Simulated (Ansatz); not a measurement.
Ansatz (an electronic-structure program) input:

Ansatz 0.2 input:
```yaml
crystal:
  lattice:
    - [-3.2614415278, 3.2614415278, 2.9609194149]
    - [3.2614415278, -3.2614415278, 2.9609194149]
    - [3.2614415278, 3.2614415278, -2.9609194149]
  atoms:
    - { symbol: Hf, position: [0.75, 0.25, 0.5] }
    - { symbol: Hf, position: [0.0, 0.0, 0.0] }
    - { symbol: Si, position: [0.25, 0.75, 0.5] }
    - { symbol: Si, position: [0.5, 0.5, 0.0] }
    - { symbol: O, position: [0.1330415175, 0.3180883421, 0.8149531754] }
    - { symbol: O, position: [0.0680883421, 0.7531351668, 0.6850468246] }
    - { symbol: O, position: [0.5031351668, 0.3180883421, 0.1850468246] }
    - { symbol: O, position: [0.0680883421, 0.3830415175, 0.3149531754] }
    - { symbol: O, position: [0.6169584825, 0.9319116579, 0.6850468246] }
    - { symbol: O, position: [0.6819116579, 0.8669584825, 0.1850468246] }
    - { symbol: O, position: [0.2468648333, 0.9319116579, 0.3149531754] }
    - { symbol: O, position: [0.6819116579, 0.4968648333, 0.8149531754] }
kpoints:
  mp_grid: { grid: [6, 6, 6] }
hamiltonian:
  xc: lda
  pseudopotentials: { kind: paw }
scf:
  occupations: { method: fixed }
phonons:
  method: dfpt
  response_accuracy: low
  qmesh: [2, 2, 2]
  interpolated_qmesh: [12, 12, 12]
  dielectric: true
  rigid_motions: translations
  temperatures: { t_max: 1000, t_step: 50 }
  qpath:
    path:
      - [[0.0, 0.0, 0.0], [0.0, 0.0, 0.5], [-0.5, 0.5, 0.5], [0.0, 0.0, 0.0], [0.4560506508, 0.4560506508, -0.4560506508]]  # Γ-X-M-Γ-Z
      - [[-0.4560506508, 0.5439493492, 0.4560506508], [-0.5, 0.5, 0.5]]  # Z_0-M
      - [[0.0, 0.0, 0.5], [0.25, 0.25, 0.25], [0.0, 0.5, 0.0], [0.0, 0.0, 0.0]]  # X-P-N-Γ
    npoints: 10
```

Output (shortened):

```
WARN phonons: the dynamical matrix that this run interpolates holds no multipole term above the dipole-dipole one, and a site of this crystal is no centre of …
Pseudopotential: Hf, paw, valence charge 26
Pseudopotential: Si, paw, valence charge 4
Pseudopotential: O, paw, valence charge 6
Functional definition: SPW92
Crystal: 12 atoms, lattice volume = 125.981 Å³
Basis set: ecut = 420 eV, 2441 PW (Γ), exchange–correlation on 80×80×80 points (8 copies of the dense FFT grid, shifted against one another)
Bands: 66, of which v1, the nominal top of the filled ones, is band 54 counted from 1 (53 counted from 0)
Symmetry: 16 space group operations
k-points: 112 of 216 (irreducible under 1 space group operation, time reversal used)
SCF 1 converged in 10 iterations: F = -36632.430958 eV  dr2 = 3.89e-12
SCF converged after 10 iterations
Free energy (F): -36632.430958 eV
Harris-Foulkes:  -36632.430958 eV  (|F-HF|=0.00e0)
Internal energy: -36632.430958 eV  (E = F + TS)
E sigma→0 (E₀):  -36632.430958 eV
Fermi energy:    10.042790 eV
--- Per-component energies (eV) ---
  E_band       = -197.800372
  E_kinetic    = 2346.016357
  E_local      = -15890.815703  (includes V_loc(G=0)·N_el)
  E_nonlocal   = -2010.362962
  E_hartree    = 7104.428954
  E_xc         = -1289.364630
  E_vxc        = -1379.583400  (∫ρ·V_xc dr)
  E_paw        = -15525.259577  (= ΣΔE_a)
  E_vpaw       = 2528.066938  (= ΣTr[D̂ρ^β])
  E_aug_tail   = 0.020474  (compensation charges beyond the density's cutoff)
  E_ewald      = -11372.952390
  E_core_change = 5.858519  (= ΣΔE_core)
  E_smearing   =  0.000000  (= −TS)
  E_closure    = 0.000000  (closes the sum)
  Σ components = -36632.430958   (vs F -36632.430958, Δ=0.00e0)
--- Band table (eV; the first three rows and the last of 112) ---
  k-point 0: bands = ["-50.0075", "-49.9973", "-18.9232", "-18.9232", "-18.8290", "-18.8171", "-18.7120", "-18.7120", "-9.0371", "-7.8966", "-7.0503", "-6.8941", "-6.4170", "-6.4170", "-6.3260", "-6.3260", "0.0480", "0.0508", "0.0589", "0.0589", "0.0778", …
  k-point 1: bands = ["-50.0068", "-49.9980", "-18.9292", "-18.9103", "-18.8372", "-18.8080", "-18.7276", "-18.7068", "-8.9297", "-7.9125", "-7.0057", "-6.8710", "-6.4809", "-6.4541", "-6.4343", "-6.3737", "0.0453", "0.0528", "0.0532", "0.0624", "0.0704", …
  k-point 2: bands = ["-50.0049", "-49.9998", "-18.9298", "-18.8768", "-18.8743", "-18.7690", "-18.7664", "-18.7080", "-8.6405", "-8.0098", "-6.8856", "-6.8072", "-6.6418", "-6.6221", "-6.5465", "-6.4997", "0.0435", "0.0442", "0.0533", "0.0593", "0.0606", …
  k-point 111: bands = ["-50.0024", "-50.0024", "-18.9399", "-18.9399", "-18.8247", "-18.8247", "-18.6978", "-18.6978", "-8.4056", "-8.4056", "-7.0814", "-7.0814", "-6.4552", "-6.4552", "-6.3066", "-6.3066", "0.0526", "0.0526", "0.0550", "0.0550", "0.0690", …
--- Phonons (Γ-DFPT): 7 representative perturbations + reference, on 112 of 216 k-points (Σ response iterations 25) ---
  ASR residual: 2.263e-4 → 0.000e0 eV/Å²; symmetrization residual: 1.262e-4 eV/Å²
  ASR residual per site (eV/Å²): 2.26e-4 2.26e-4 1.88e-4 1.88e-4 1.75e-4 1.75e-4 1.75e-4 1.75e-4 1.75e-4 1.75e-4 1.75e-4 1.75e-4
  Γ frequencies (cm⁻¹): 0.00 0.00 0.00 130.92 161.44 165.25 165.25 206.25 206.25 246.03 253.72 253.72 255.78 299.45 355.78 355.78 379.48 379.48 396.61 398.21 415.12 415.12 440.25 530.02 530.02 564.76 589.77 629.52 881.13 881.13 936.52 936.52 948.48 979.50 996.22 1032.64
  ε∞ (high-frequency dielectric tensor):
        3.916571     0.000000     0.000000
        0.000000     3.916571     0.000000
        0.000000     0.000000     4.132339
  ε⁰ (static dielectric tensor: ions relaxed, cell fixed):
       11.518691     0.000000     0.000000
        0.000000    11.518691     0.000000
        0.000000     0.000000    11.512942
  ε⁰ − ε∞ (ionic part):
        7.602119     0.000000     0.000000
        0.000000     7.602119     0.000000
        0.000000     0.000000     7.380602
  softest optical mode at Γ: 130.92 cm⁻¹; the repairs (sum rule, projections) moved no ω² at Γ by more than (8.98 cm⁻¹)²
  Born effective charges Z* (e; rows j = field, columns β = displacement):
    site 0:
         5.27891    0.00000    0.00000
         0.00000    5.27891    0.00000
         0.00000    0.00000    4.57986
    site 1:
         5.27891    0.00000    0.00000
         0.00000    5.27891    0.00000
         0.00000    0.00000    4.57986
    site 2:
         3.19305    0.00000    0.00000
         0.00000    3.19305    0.00000
         0.00000    0.00000    4.32320
    site 3:
         3.19305    0.00000    0.00000
         0.00000    3.19305    0.00000
         0.00000    0.00000    4.32320
    site 4:
        -1.14974    0.00000    0.00000
         0.00000   -3.08624   -0.32921
         0.00000   -0.16466   -2.22576
    site 5:
        -3.08624    0.00000    0.32921
         0.00000   -1.14974    0.00000
         0.16466    0.00000   -2.22576
    site 6:
        -1.14974    0.00000    0.00000
         0.00000   -3.08624    0.32921
         0.00000    0.16466   -2.22576
    site 7:
        -3.08624    0.00000   -0.32921
         0.00000   -1.14974    0.00000
        -0.16466    0.00000   -2.22576
    site 8:
        -1.14974    0.00000    0.00000
         0.00000   -3.08624   -0.32921
         0.00000   -0.16466   -2.22576
    site 9:
        -3.08624    0.00000   -0.32921
         0.00000   -1.14974    0.00000
        -0.16466    0.00000   -2.22576
    site 10:
        -1.14974    0.00000    0.00000
         0.00000   -3.08624    0.32921
         0.00000    0.16466   -2.22576
    site 11:
        -3.08624    0.00000    0.32921
         0.00000   -1.14974    0.00000
         0.16466    0.00000   -2.22576
  Z* charge neutrality: 3.496e-5 e pre-enforcement
  k-mesh period / interband length: 32.9 Å / 1.18 Å = 27.93 at k = (0.0000, 0.0000, -0.5000), direct gap 6.039 eV — 14 or more, which is no proof of convergence
  optical modes at Γ without the LO–TO term, one row a degenerate level:
      ω (cm⁻¹)  modes    IR ((D/Å)²/amu)
        130.92      1             0.0000
        161.44      1             0.0000
        165.25      2             0.0000
        206.25      2             0.0000
        246.03      1             0.0000
        253.72      2            40.3885
        255.78      1             0.0000
        299.45      1            30.9395
        355.78      2             0.0000
        379.48      2            13.9299
        396.61      1             0.0000
        398.21      1             0.0000
        415.12      2             4.2953
        440.25      1             0.0000
        530.02      2             0.0000
        564.76      1             0.0000
        589.77      1            14.8835
        629.52      1             0.0000
        881.13      2           115.6752
        936.52      2             0.0000
        948.48      1             0.0000
        979.50      1             0.0000
        996.22      1            47.7687
       1032.64      1             0.0000
  optical modes at Γ + LO–TO along q̂ = [1.0000, 0.0000, 0.0000]:
      ω (cm⁻¹)  modes    IR ((D/Å)²/amu)
        130.92      1             0.0000
        161.44      1             0.0000
        165.25      2             0.0000
        206.25      2             0.0000
        246.03      1             0.0000
        253.72      1            20.1943
        255.78      1             0.0000
        299.45      1            30.9395
        321.34      1             2.9524
        355.78      2             0.0000
        379.48      1             6.9650
        396.61      1             0.0000
        398.21      1             0.0000
        404.14      1             1.1285
        415.12      1             2.1476
        440.25      1             0.0000
        450.87      1             9.8269
        530.02      2             0.0000
        564.76      1             0.0000
        589.77      1            14.8835
        629.52      1             0.0000
        881.13      1            57.8376
        936.52      2             0.0000
        948.48      1             0.0000
        979.50      1             0.0000
        996.22      1            47.7687
       1031.46      1            73.2366
       1032.64      1             0.0000
  optical modes at Γ + LO–TO along q̂ = [0.0000, 1.0000, 0.0000]:
      ω (cm⁻¹)  modes    IR ((D/Å)²/amu)
        130.92      1             0.0000
        161.44      1             0.0000
        165.25      2             0.0000
        206.25      2             0.0000
        246.03      1             0.0000
        253.72      1            20.1943
        255.78      1             0.0000
        299.45      1            30.9395
        321.34      1             2.9524
        355.78      2             0.0000
        379.48      1             6.9650
        396.61      1             0.0000
        398.21      1             0.0000
        404.14      1             1.1285
        415.12      1             2.1476
        440.25      1             0.0000
        450.87      1             9.8269
        530.02      2             0.0000
        564.76      1             0.0000
        589.77      1            14.8835
        629.52      1             0.0000
        881.13      1            57.8376
        936.52      2             0.0000
        948.48      1             0.0000
        979.50      1             0.0000
        996.22      1            47.7687
       1031.46      1            73.2366
       1032.64      1             0.0000
  optical modes at Γ + LO–TO along q̂ = [0.0000, 0.0000, 1.0000]:
      ω (cm⁻¹)  modes    IR ((D/Å)²/amu)
        130.92      1             0.0000
        161.44      1             0.0000
        165.25      2             0.0000
        206.25      2             0.0000
        246.03      1             0.0000
        253.72      2            40.3885
        255.78      1             0.0000
        355.78      2             0.0000
        379.48      2            13.9299
        396.61      1             0.0000
        398.21      1             0.0000
        412.15      1            11.1339
        415.12      2             4.2953
        440.25      1             0.0000
        530.02      2             0.0000
        564.76      1             0.0000
        629.52      1             0.0000
        642.17      1            14.8547
        881.13      2           115.6752
        936.52      2             0.0000
        948.48      1             0.0000
        979.50      1             0.0000
       1032.64      1             0.0000
       1109.57      1            67.6031
  non-analytic LO–TO correction: the dipole-dipole term of the run's Born effective charges and high-frequency dielectric tensor (where they are solved with …
--- Phonons (arbitrary-q DFPT): 4 irreducible q on the 2×2×2 mesh ---
  q = [0.0000, 0.0000, 0.0000] (star 1, of the zone-centre solve; hermiticity 2.88e-6, symmetrization 9.98e-7):  0.00  0.00  0.00 130.92 161.44 165.25 165.25 206.25 206.25 246.03 253.72 253.72 255.78 299.45 355.78 355.78 379.48 379.48 396.61 398.21 415.12 …
  q = [0.0000, 0.0000, -0.5000] (star 2, 7 solved perturbations in 564 linear systems a pass and spin channel, the states on 112 of 216 k-point pairs; hermiticity 1.97e-6, symmetrization 1.02e-13): 116.55 116.55 143.93 143.93 177.86 177.86 217.20 217.20 …
  q = [0.0000, -0.5000, 0.0000] (star 4, 15 solved perturbations in 1152 linear systems a pass and spin channel, the states on 112 of 216 k-point pairs; hermiticity 1.13e-6, symmetrization 1.59e-13): 93.57 134.11 143.79 145.34 178.87 180.53 180.94 202.87 …
  q = [-0.5000, -0.5000, -0.5000] (star 1, 7 solved perturbations in 356 linear systems a pass and spin channel, the states on 68 of 216 k-point pairs; hermiticity 1.78e-6, symmetrization 2.21e-13): 79.93 79.93 141.92 141.92 161.80 161.80 252.86 252.86 258.39 …
  sum rule: each row above includes the acoustic sum rule's correction from the zone centre's row sums; it moved no ω² by more than (1.56 cm⁻¹)²
  mesh force constants: q→R imaginary residual 8.18e-18; ASR residual 2.263e-4 → 0.000e0 eV/Å²; symmetrization residual 7.105e-14 eV/Å²
  interpolated dispersion: 84 rows × 36 modes
  density of states and harmonic sums: on the 12×12×12 q-mesh, interpolated from the force constants of a 2×2×2 supercell (with the dipole–dipole term)
  largest difference from the sums on the solved wave vectors: F 7.10e-2 eV, S 1.04e-4 and C_V 3.16e-5 eV/K
  zero-point energy: 1.052184 eV/cell   skipped modes (ω ≤ 0): 3   left out of the sums: 4.82e-5 of the cell's modes …
```

Cost: about 60 core-minutes (a rough figure) on shared cores.

Space group I4_1/amd. The cell was relaxed with LDA under the symmetry of its start. No spin polarisation was allowed. Spin–orbit coupling is left out wherever it is not named.

Potentials: the later of the program's two PAW sets.

Ansatz is a plane-wave DFT program.
